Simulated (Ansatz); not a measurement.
YSiO:
```xyz
6
Lattice="3.3826 0.0000 0.0000 0.0000 3.3826 0.0000 0.0000 0.0000 8.0602" Properties=species:S:1:pos:R:3 pbc="T T T"
Y      0.0000     1.6913     5.4246
Y      1.6913     0.0000     2.6356
Si     0.0000     0.0000     0.0000
Si     1.6913     1.6913     0.0000
O      1.6913     0.0000     4.9367
O      0.0000     1.6913     3.1235
```

Relaxed with PBE. Special points in fractions of this cell's reciprocal vectors: Γ (0.000, 0.000, 0.000); X (0.000, 0.500, 0.000); M (0.500, 0.500, 0.000); Z (0.000, 0.000, 0.500); R (0.000, 0.500, 0.500); A (0.500, 0.500, 0.500).

### Question
List the band energies nearest the Fermi level at these points for PBE in the plane-wave PAW code Ansatz.

### Answer
In eV from the Fermi level; about four levels below and three above (degenerate sets whole), none deeper than 8.9 eV; points with the same levels are listed once.

```json
[
 {"k": "Γ", "below": "-2.27 -1.31 -1.31 -0.99", "above": "0.09 1.81 1.91"},
 {"k": "X", "below": "-4.22 -4.22 -1.13 -1.13", "above": "1.40 1.40 2.26 2.26"},
 {"k": "M", "below": "-3.44 -3.44 -0.72 -0.72", "above": "2.46 2.46 3.12 3.12"},
 {"k": "Z", "below": "-1.29 -1.29 -0.66 -0.49", "above": "2.34 2.35 2.90"},
 {"k": "R", "below": "-4.06 -4.06 -1.73 -1.73", "above": "1.47 1.47 2.65 2.65"},
 {"k": "A", "below": "-3.42 -3.42 -0.91 -0.91", "above": "2.26 2.26 3.42 3.42"}
]
```

Space group P4/nmm. The start of the workflow was typed in or built on a structure type; neither database checked (COD, Materials Project) lists it. Its standing as an ambient phase is unchecked. The cell was relaxed with PBE under the symmetry of its start; its stability against distortions is not shown here. No spin polarisation was allowed. Scalar-relativistic: spin–orbit coupling is off unless named, which matters more the heavier the elements.

Potentials: the earlier of the program's two PAW sets.
